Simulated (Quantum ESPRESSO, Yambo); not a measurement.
Ca2Si (space group Fm-3m, No. 225) under isotropic strain (on all lattice vectors), counted from the cell relaxed with PBEsol, atoms relaxed at each step. PBEsol (pw.x of Quantum ESPRESSO, ONCV potentials, no spin-orbit coupling); G0W0 in Yambo (4×4×4 Γ-centred k mesh, bands 3 to 164 and a 8 Ry block in the screening, 164 bands in G with the Bruneval-Gonze terminator, plasmon pole fitted at 27.2 eV).

```csv
strain s (%),PBEsol direct gap at X (eV),G0W0 direct gap at X (eV)
-3,0.314,0.932
-1.5,0.395,1.046
-0.7,0.434,1.094
0,0.466,1.140
+1,?,?
+2,0.550,1.238
```

**Question.** Fit a parabola in s to each column by least squares and predict the withheld row.

**Answer.** PBEsol: E = 0.467 + 0.0453 s − 0.0018 s² (largest residual 1 meV), giving 0.510 eV at s = +1; the run gave 0.510 eV, a miss of 0 meV. G0W0: E = 1.139 + 0.0573 s − 0.0038 s² (largest residual 3 meV), giving 1.192 eV at s = +1; the run gave 1.189 eV, a miss of 3 meV. The GW settings are held fixed; their convergence isn't established. The screening block changes size along the series (229 vectors at -3 %, 259 vectors at -1.5 %, 259 vectors at -0.7 %, 283 vectors at +0 %, 283 vectors at +1 %, 283 vectors at +2 %), which puts steps into the G0W0 values. 

The structure is a Materials Project entry; no match was found in the copy of COD used, and its stability was not checked.
